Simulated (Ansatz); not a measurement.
The relaxed structure here is a generated cell of BeS: the first start was made by placing the elements on the sites of a structure type, and the end was not matched to a known phase here, so it may be hypothetical.

One stationary structure of BeS. Space group Pnma (No. 62). Calculation: PBEsol (plane waves to 420 eV, PAW, scalar-relativistic; Ansatz, a quantum-chemistry and plane-wave program).

```xyz
8
Lattice="5.9328 0.0000 0.0000 0.0000 3.4739 0.0000 0.0000 0.0000 5.9564" Properties=species:S:1:pos:R:3 pbc="T T T"
Be     0.8567     2.6054     3.5415
Be     5.0761     0.8685     2.4150
Be     3.8231     2.6054     5.3932
Be     2.1097     0.8685     0.5632
S      1.2837     0.8685     2.4666
S      1.6827     2.6054     5.4448
S      4.6491     2.6054     3.4898
S      4.2501     0.8685     0.5116
```

For BeS, the volume per atom comes out as 15.35 Å³, the band gap comes out as 3.64 eV, indirect (valence top at 88 % of the way from Y to Γ, conduction bottom at k = (0, 0.3846, 0)) (no spin-orbit coupling) and the smallest direct gap is 3.91 eV at Γ. The shortest distances comes out as Be–S 2.07 Å; Be–Be 2.69 Å; S–S 3.26 Å. The k-mesh is 8×13×8.

Band energies at high-symmetry points (eV from the VBM; labels of this space group; no spin-orbit coupling), from −5 eV up to 5.2 eV:

```
point                                                                                     energies
-----  -------------------------------------------------------------------------------------------
Γ                             -4.03 -4.03 -2.94 -2.23 -1.62 -1.24 -0.62 -0.31 -0.09 0.00 3.91 4.26
X                            -3.27 -3.27 -2.46 -2.46 -1.85 -1.85 -0.54 -0.54 -0.40 -0.40 3.83 3.83
S      -4.95 -4.95 -4.95 -4.95 -3.21 -3.21 -3.21 -3.21 -1.46 -1.46 -1.46 -1.46 5.10 5.10 5.10 5.10
Y                -4.93 -4.93 -4.76 -4.76 -3.29 -3.29 -3.01 -3.01 -2.26 -2.26 -1.37 -1.37 3.95 3.95
Z                            -2.92 -2.92 -2.50 -2.50 -2.38 -2.38 -0.72 -0.72 -0.69 -0.69 4.03 4.03
U                -4.40 -4.40 -3.66 -3.66 -2.28 -2.28 -2.21 -2.21 -1.06 -1.06 -0.91 -0.91 4.17 4.17
R                              -2.36 -2.36 -2.36 -2.36 -1.50 -1.50 -1.50 -1.50 4.50 4.50 4.50 4.50
T                            -4.38 -4.38 -3.65 -3.65 -3.18 -3.18 -1.25 -1.25 -0.87 -0.87 4.02 4.02
```

No spin polarisation in the result.

The run could not lose the symmetry of its start: the end is stationary, and may be a saddle point rather than a minimum.

It was reached from a disturbed copy of a P6₃/mmc (No. 194) cell (NiAs type), against which it lies -0.337 eV/atom.
